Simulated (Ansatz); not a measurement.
Problem. Name crystals whose computed values (r²SCAN in the plane-wave PAW code Ansatz) fall in these windows: Θ_D (K) 540 to 690; ε∞ 5.7 to 8.1.

Solution. 

```json
[
 {"crystal": "GaN, I4mm (Ga on 2a, N on 2a)", "Θ_D (K)": "598", "ε∞": "6.91"}
]
```
Others may fit too.

Not the usual ambient phase: GaN, I4mm (Ga on 2a, N on 2a). The cell was relaxed under the symmetry of its start. Spin–orbit coupling is left out wherever it is not named.

Potentials: the earlier of the program's two PAW sets.
